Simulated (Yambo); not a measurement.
GaN (wurtzite, space group P6_3mc, No. 186) under isotropic strain of -0.5 % on all lattice vectors; a = b = 3.1679 Å, c = 5.1608 Å, α = β = 90.00°, γ = 120.00°. With the G0W0 scissor the direct gap on the mesh is 3.05 eV. Axes are Cartesian, with cell vectors (Å) (3.17, 0.00, 0.00), (-1.58, 2.74, 0.00), (0.00, 0.00, 5.16).

**Question.** Does this run resolve the lowest exciton, and if so, what are its energy and binding? (Yambo, PBE bands; 9×9×6 mesh, 5 valence and 2 conduction bands, static screening with 42 bands and a 4 Ry block, scissor 0.98 eV, Tamm-Dancoff.)

**Answer.** No. The lowest state covers only about 1 of the 486 k points, so the mesh doesn't resolve it: its energy and its distance from the direct gap are mesh artefacts. An extended exciton needs a far denser mesh. The scissor comes from a G0W0 run whose convergence isn't established. Spin-orbit splittings are left out.

Geometry strained from the cell relaxed with PBEsol, atoms relaxed again.

The potentials are those of PseudoDojo's stringent table.
